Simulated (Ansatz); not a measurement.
Given:

V3Mo:
```
V3Mo
1.0
    0.00000     3.02133     3.02133
    3.02133     0.00000     3.02133
    3.02133     3.02133     0.00000
V Mo
3 1
Direct
  0.25000   0.25000   0.25000
  0.75000   0.75000   0.75000
  0.50000   0.50000   0.50000
  0.00000   0.00000   0.00000
```

This is the r²SCAN-relaxed structure.

Q: All from the program Ansatz at the r²SCAN level (PAW), unless another level is named. Predict the density of states at the Fermi level.

A: 1.4 states/eV per atom (mean over ±0.08 eV).

Q: Give the formation energy from the elements (no fitted shifts).

A: -0.067 eV/atom.

Space group Fm-3m. The first step of the workflow began from a Materials Project structure, measured or hypothetical; the Crystallography Open Database copy checked does not list it. With V and Mo taken as one species the cell has the higher symmetry Im-3m, so it may be an ordered model of a mixed-site phase. Its standing as an ambient phase is unchecked. Symmetry was held in the r²SCAN relaxation; its stability against distortions is not shown here. No spin polarisation was allowed. The references are the lowest solids computed at this level, not always the standard phases. Spin–orbit coupling is left out wherever it is not named.

Potentials: the later of the program's two PAW sets.
